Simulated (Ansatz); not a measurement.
Here is the system:

GaAs:
```xyz
2
Lattice="0.0000 2.8725 2.8725 2.8725 0.0000 2.8725 2.8725 2.8725 0.0000" Properties=species:S:1:pos:R:3 pbc="T T T"
Ga     0.0000     0.0000     0.0000
As     4.3088     4.3088     4.3088
```

This is the PBE-relaxed structure.

### Question
All from plane-wave PAW PBE (Ansatz code), unless another level is named. Predict the formation energy from the elements (no fitted shifts).

### Answer
-34 kJ/mol-atom.

### Question
Predict the band gap.

### Answer
0.16 eV (direct).

### Question
Predict the valence-band maximum.

### Answer
at Γ.

Space group F-43m (zinc blende). The PBE relaxation kept the symmetry of its start. The references are the lowest solids computed at this level, not always the standard phases. Spin–orbit coupling is left out wherever it is not named.

Potentials: the earlier of the program's two PAW sets.
